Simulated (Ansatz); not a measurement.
## Tc: levels along high-symmetry lines

```
CELL_PARAMETERS angstrom
2.74000 0.00000 0.00000
-1.37000 2.37291 0.00000
0.00000 0.00000 4.39800
ATOMIC_POSITIONS crystal
Tc 0.33333 0.66667 0.25000
Tc 0.66667 0.33333 0.75000
```

Atom numbers follow the list: Tc1, Tc2.

The cell comes from COD entry 1541062, which wasn't checked; take it as a given geometry.

Theory: DFT, PBE, all-electron LAPW, Dirac equation with spin-orbit coupling in Ansatz 0.2.0.

Sampling and basis: a Γ-centred 15×15×8 k mesh, Fermi–Dirac smearing of 0.05 eV, basis error target 1 meV/atom, no spin polarisation.

Points in fractions of the reciprocal vectors of this cell: Γ (0, 0, 0), M (0.5, 0, 0), K (0.333, 0.333, 0), A (0, 0, 0.5), L (0.5, 0, 0.5), H (0.333, 0.333, 0.5). The path joins them by straight lines in the order Γ–M–K–Γ–A–L–H–A–L; legs that retrace an earlier one aren't tabulated. Energies are in eV from the Fermi level.

Question: Is there a gap?

Answer: none: bands cross the Fermi level, a metal.

Question: List the levels between -5 and 5 eV at the symmetry points.

Answer: 
Γ: -1.66 (×2), -1.50 (×2), -1.44 (×2), -0.96 (×2), -0.72 (×2), -0.16 (×2), -0.04 (×2), 1.66 (×2), 2.47 (×2), 2.62 (×2)
M: -4.73 (×2), -4.60 (×2), -1.90 (×2), -1.15 (×2), -0.93 (×2), -0.50 (×2), 2.95 (×2), 3.27 (×2), 3.43 (×2)
K: -4.77 (×2), -3.40 (×2), -3.35 (×2), -2.90 (×2), -1.93 (×2), -1.85 (×2), -0.04 (×2), 2.25 (×2), 2.37 (×2), 2.71 (×2)
A: -1.90 (×4), -1.76 (×4), -1.59 (×4), 1.84 (×4), 1.91 (×4)
L: -3.70 (×4), 0.14 (×4), 1.43 (×4), 3.20 (×4), 4.38 (×4)
H: -3.86 (×2), -3.81 (×2), -3.29 (×2), -3.27 (×2), -1.79 (×2), -1.77 (×2), -0.18 (×2), -0.01 (×2), 2.60 (×2), 2.64 (×2)
